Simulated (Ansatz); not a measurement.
Varying the input for YMn2

The reference input for Ansatz (plane-wave DFT with PAW):

```yaml
crystal:
  lattice:
    - [0.0, 3.230169, 3.230169]
    - [3.230169, 0.0, 3.230169]
    - [3.230169, 3.230169, 0.0]
  atoms:
    - { symbol: "Y", position: [0.0, 0.0, 0.0] }
    - { symbol: Mn, position: [0.5, 0.5, 0.5], spin: 4.0 }
    - { symbol: Mn, position: [0.75, 0.75, 0.75], spin: 4.0 }
basis:
  ecutwfc: 420
kpoints:
  mp_grid: { grid: [4, 4, 4] }
hamiltonian:
  xc: pbe
scf:
  occupations: { method: gaussian, width: 0.1 }
  lower_state_search: "off"
output:
  forces: true
  stress: true
  eigenvalues: true
  populations: true
magnetization:
  spin_polarized: true
```

Command:

```bash
ansatz run input.yaml --threads 1 --pin off --max-ram 1331MiB --backend cpu --events-out ev --progress --plain --runs-dir out
```

The run converges in 14 SCF iterations on 8 irreducible k-points: pressure -0.12 GPa, no gap, cell moment 6.69 μB.

The inputs are trials, many of them unsound on purpose. Their numbers show the effect of the settings and aren't properties of the material. Each trial's input is given as a difference from the reference's; energies are extrapolated to zero smearing where there is one, and pressure is positive in compression.

**Question.** Trial 1:

```diff
 crystal:
   atoms:
-    - { symbol: "Y", position: [0.0, 0.0, 0.0] }
-    - { symbol: Mn, position: [0.5, 0.5, 0.5], spin: 4.0 }
-    - { symbol: Mn, position: [0.75, 0.75, 0.75], spin: 4.0 }
+    - { symbol: "Y", position: [0.0, 0.0, 0.0], spin: -0.18 }
+    - { symbol: Mn, position: [0.5, 0.5, 0.5], spin: 3.99 }
+    - { symbol: Mn, position: [0.75, 0.75, 0.75], spin: 3.56 }
 basis:
-  ecutwfc: 420
+  ecutwfc: 150
 kpoints:
-  mp_grid: { grid: [4, 4, 4] }
+  mp_grid: { grid: [1, 4, 2] }
```

How does this run end?

**Answer.** The run converges in 22 SCF iterations on 6 irreducible k-points: energy 34.88 eV per atom above the reference, pressure 4.81 GPa (unreliable at so low a cutoff), largest force 0.885 eV/Å (unreliable too), no gap, cell moment 6.69 μB. It warns that the cutoff lies under the recommended one, 420 eV for these potentials; that the mesh lowers the symmetry.

**Question.** Trial 2:

```diff
 crystal:
   atoms:
-    - { symbol: "Y", position: [0.0, 0.0, 0.0] }
-    - { symbol: Mn, position: [0.5, 0.5, 0.5], spin: 4.0 }
-    - { symbol: Mn, position: [0.75, 0.75, 0.75], spin: 4.0 }
+    - { symbol: "Y", position: [0.0, 0.0, 0.0], spin: -0.18 }
+    - { symbol: Mn, position: [0.5, 0.5, 0.5], spin: 3.99 }
+    - { symbol: Mn, position: [0.75, 0.75, 0.75], spin: 3.56 }
 basis:
+  xc_grid: 2
```

What does the program give?

**Answer.** The run converges in 19 SCF iterations on 8 irreducible k-points: the reference's energy to 0.01 meV per atom, pressure -0.12 GPa, no gap, cell moment 6.69 μB.

**Question.** Trial 3 (origin moved):

```diff
 crystal:
   atoms:
-    - { symbol: "Y", position: [0.0, 0.0, 0.0] }
-    - { symbol: Mn, position: [0.5, 0.5, 0.5], spin: 4.0 }
-    - { symbol: Mn, position: [0.75, 0.75, 0.75], spin: 4.0 }
+    - { symbol: "Y", position: [0.981, 0.05, 0.276], spin: -0.18 }
+    - { symbol: Mn, position: [1.481, 0.55, 0.776], spin: 3.99 }
+    - { symbol: Mn, position: [1.731, 0.8, 1.026], spin: 3.56 }
 output:
-  stress: true
+  stress: false
```

What happens?

**Answer.** The run converges in 19 SCF iterations on 8 irreducible k-points: the reference's energy to 0.01 meV per atom, no gap, cell moment 6.69 μB.

**Question.** Trial 4:

```diff
 crystal:
   atoms:
-    - { symbol: "Y", position: [0.0, 0.0, 0.0] }
-    - { symbol: Mn, position: [0.5, 0.5, 0.5], spin: 4.0 }
-    - { symbol: Mn, position: [0.75, 0.75, 0.75], spin: 4.0 }
+    - { symbol: "Y", position: [0.0, 0.0, 0.0], spin: -0.18 }
+    - { symbol: Mn, position: [0.5, 0.5, 0.5], spin: 3.99 }
+    - { symbol: Mn, position: [0.75, 0.75, 0.75], spin: 3.56 }
-basis:
-  ecutwfc: 420
+basis: {}
 kpoints:
-  mp_grid: { grid: [4, 4, 4] }
+  mp_grid: { grid: [3, 1, 3] }
 hamiltonian:
+  pseudopotentials: { kind: nc }
 scf:
+  max_iter: 80
+  convergence: { dr2_threshold: "1e-6 eV" }
```

What happens?

**Answer.** The run converges in 17 SCF iterations on 4 irreducible k-points: at 1306 eV, the cutoff that these potentials take when none is typed, pressure -4.18 GPa, largest force 0.533 eV/Å, no gap, cell moment 6.36 μB. It warns that the SCF threshold is loose for the forces; that the SCF threshold is loose for the stress; that the mesh lowers the symmetry.

**Question.** Trial 5 (origin moved):

```diff
 crystal:
   atoms:
-    - { symbol: "Y", position: [0.0, 0.0, 0.0] }
-    - { symbol: Mn, position: [0.5, 0.5, 0.5], spin: 4.0 }
-    - { symbol: Mn, position: [0.75, 0.75, 0.75], spin: 4.0 }
+    - { symbol: "Y", position: [0.808, 0.427, 0.244], spin: -0.18 }
+    - { symbol: Mn, position: [1.308, 0.927, 0.744], spin: 3.99 }
+    - { symbol: Mn, position: [1.558, 1.177, 0.994], spin: 3.56 }
 scf:
-  occupations: { method: gaussian, width: 0.1 }
+  occupations: { method: tetrahedron }
```

What does the program give?

**Answer.** The run converges in 16 SCF iterations on 8 irreducible k-points: energy 5.24 meV per atom above the reference, pressure -0.27 GPa, no gap, cell moment 6.58 μB. It warns that the printed bands weren't solved further after the SCF; that the state wasn't tested for a lower one; that forces and stress under tetrahedra may miss the energy's slope.

**Question.** Trial 6 (origin moved):

```diff
 crystal:
   atoms:
-    - { symbol: "Y", position: [0.0, 0.0, 0.0] }
-    - { symbol: Mn, position: [0.5, 0.5, 0.5], spin: 4.0 }
-    - { symbol: Mn, position: [0.75, 0.75, 0.75], spin: 4.0 }
+    - { symbol: "Y", position: [0.432, 0.242, 0.485], spin: -0.18 }
+    - { symbol: Mn, position: [0.932, 0.742, 0.985], spin: 3.99 }
+    - { symbol: Mn, position: [1.182, 0.992, 1.235], spin: 3.56 }
 basis:
-  ecutwfc: 420
+  ecutwfc: "21 Ry"
 kpoints:
-  mp_grid: { grid: [4, 4, 4] }
+  mp_grid: { grid: [2, 2, 2], shift: [0, 0, 0.5] }
 hamiltonian:
-  xc: pbe
+  xc: lda
 scf:
-  occupations: { method: gaussian, width: 0.1 }
+  occupations: { method: tetrahedron }
+  eigensolver: { real_solve: false }
+  max_iter: 87
```

What happens?

**Answer.** The run converges in 16 SCF iterations on 2 irreducible k-points: pressure -6.52 GPa, largest force 0.431 eV/Å, no gap, cell moment 6.80 μB. It warns that the printed bands weren't solved further after the SCF; that the cutoff lies under the recommended one, 420 eV for these potentials; that the state wasn't tested for a lower one; that the mesh lowers the symmetry; that forces and stress under tetrahedra may miss the energy's slope.

**Question.** Trial 7:

```diff
 crystal:
   atoms:
-    - { symbol: Mn, position: [0.5, 0.5, 0.5], spin: 4.0 }
-    - { symbol: Mn, position: [0.75, 0.75, 0.75], spin: 4.0 }
+    - { symbol: Mn, position: [0.5, 0.5, 0.5] }
+    - { symbol: Mn, position: [0.75, 0.75, 0.75] }
 basis:
-  ecutwfc: 420
+  ecutwfc: "8 Ha"
 scf:
-  lower_state_search: "off"
+  eigensolver: { kind: davidson, full_accuracy: true }
+  max_iter: 58
 output:
-  populations: true
-magnetization:
-  spin_polarized: true
```

What happens?

**Answer.** The run converges in 10 SCF iterations on 8 irreducible k-points: energy 3.61 eV per atom above the reference, pressure -3.79 GPa (unreliable at so low a cutoff), no gap. It warns that the cutoff lies under the recommended one, 420 eV for these potentials.

**Question.** Trial 8:

```diff
 crystal:
   atoms:
-    - { symbol: "Y", position: [0.0, 0.0, 0.0] }
-    - { symbol: Mn, position: [0.5, 0.5, 0.5], spin: 4.0 }
-    - { symbol: Mn, position: [0.75, 0.75, 0.75], spin: 4.0 }
+    - { symbol: "Y", position: [0.0, 0.0, 0.0], spin: -0.18 }
+    - { symbol: Mn, position: [0.5, 0.5, 0.5], spin: 3.99 }
+    - { symbol: Mn, position: [0.75, 0.75, 0.75], spin: 3.56 }
 basis:
-  ecutwfc: 420
+  ecutwfc: 360
 scf:
+  convergence: { dr2_threshold: "1e-13 eV" }
```

What does the program give?

**Answer.** The run converges in 24 SCF iterations on 8 irreducible k-points: energy 2.88 meV per atom above the reference, pressure -0.12 GPa, no gap, cell moment 6.69 μB. It warns that the cutoff lies under the recommended one, 420 eV for these potentials.

**Question.** Trial 9:

```diff
 crystal:
   atoms:
-    - { symbol: "Y", position: [0.0, 0.0, 0.0] }
-    - { symbol: Mn, position: [0.5, 0.5, 0.5], spin: 4.0 }
-    - { symbol: Mn, position: [0.75, 0.75, 0.75], spin: 4.0 }
+    - { symbol: "Y", position: [0.0, 0.0, 0.0], spin: -0.18 }
+    - { symbol: Mn, position: [0.5, 0.5, 0.5], spin: 3.99 }
+    - { symbol: Mn, position: [0.75, 0.75, 0.75], spin: 3.56 }
 basis:
-  ecutwfc: 420
+  ecutwfc: 180
```

How does this run end?

**Answer.** The run converges in 15 SCF iterations on 8 irreducible k-points: energy 12.61 eV per atom above the reference, pressure 11.56 GPa (unreliable at so low a cutoff), no gap, cell moment 6.83 μB. It warns that the cutoff lies under the recommended one, 420 eV for these potentials.

**Question.** Trial 10:

```diff
 crystal:
   atoms:
-    - { symbol: "Y", position: [0.0, 0.0, 0.0] }
-    - { symbol: Mn, position: [0.5, 0.5, 0.5], spin: 4.0 }
-    - { symbol: Mn, position: [0.75, 0.75, 0.75], spin: 4.0 }
+    - { symbol: "Y", position: [0.0, 0.0, 0.0], spin: -0.18 }
+    - { symbol: Mn, position: [0.5, 0.5, 0.5], spin: 3.99 }
+    - { symbol: Mn, position: [0.75, 0.75, 0.75], spin: 3.56 }
 kpoints:
-  mp_grid: { grid: [4, 4, 4] }
+  mp_grid: { grid: [1, 1, 1] }
 scf:
-  occupations: { method: gaussian, width: 0.1 }
+  occupations: { method: gaussian }
+  max_iter: 53
```

How does this run end?

**Answer.** The run converges in 20 SCF iterations on 1 irreducible k-point: energy 1.44 eV per atom below the reference, pressure -24.12 GPa, gap on the sampled k-points 1.03 eV (the reference is a metal, so it comes from the sampling or the changed settings), cell moment 5.00 μB.